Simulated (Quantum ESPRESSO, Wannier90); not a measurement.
## HgTe (P3₂21), plane waves to Wannier functions

```
CELL_PARAMETERS angstrom
      4.66293     0.00000     0.00000
     -2.33147     4.03822     0.00000
      0.00000     0.00000    10.40800
ATOMIC_POSITIONS crystal
  Hg 0.68832 0.68832 0.00000
  Hg 0.31168 0.00000 0.66667
  Hg 0.00000 0.31168 0.33333
  Te 0.51372 0.51372 0.50000
  Te 0.48628 0.00000 0.16667
  Te 0.00000 0.48628 0.83333
```

Structure: Materials Project mp-1071269, symmetrised, not relaxed again. Not found in the COD (Crystallography Open Database) copy used, which has the formula in other groups; not checked further. Computed values, not measurements, from PBEsol: Quantum ESPRESSO (norm-conserving PseudoDojo potentials, cutoff 66 Ry, no spin polarisation, no spin-orbit coupling) on a Γ-centred 4×4×4 mesh, then Wannier90. Density: 12×12×4 mesh, Gaussian smearing 0.01 Ry. The cell is built of weakly bound layers, chains or molecules. Database cells relaxed without dispersion often hold them too far apart, which can enlarge gaps and weakens couplings between them; spacing and stacking were not compared with the measured crystal. Spin-orbit coupling is left out although heavy elements are present.

Energies are relative to the valence-band maximum.

**Bands.** A Kohn-Sham gap of 0.64 eV opens above band 54. 6 filled groups are cut off by gaps; the highest, bands 46–54, spans -5.14 to 0.00 eV and is Te 5p 72 %, Hg 6s 17 %, Hg 5d 6 %.

**Valence functions.** The best of several starts gives 12 functions with Ω_total = 44.46 Å², 94 % of it gauge-invariant: 6 of 3.48 Å² at 0.58 Å from Te; 6 of 3.93 Å² at 1.20 Å from Te.

**Model.** 24 functions (Hg sp, Te sp) from bands 28-30,46-84, frozen to 2.14 eV, reach Ω_I = 52.67 Å² and follow pw.x to 8.6 meV rms (states up to 1.6 eV relative to the valence-band maximum). Bands 31–45 (Hg 5d 94 %) lie between the kept ones and are excluded.

**Frozen window.** Edge, Ω_I and misfit go 1.6 eV, 51.99 Å², 10 meV; 2.1 eV, 52.67 Å², 8.6 meV; 3.1 eV, 54.04 Å², 9.0 meV. Ω_I never falls as the edge rises, since each frozen state takes freedom from the choice of the smoothest subspace.

**No window.** Without a frozen window Ω_I drops to 49.96 Å² while the misfit grows to 123 meV: a small spread is no proof of good bands.

**Outer window.** The setting "only the lowest 37 of the kept bands" raises Ω_I to 57.96 Å², as fewer states are left to mix in, and the misfit goes to 10 meV.

**Stops.** With the frozen window to 7.87 eV the program stops (More states in the frozen window than target WFs).
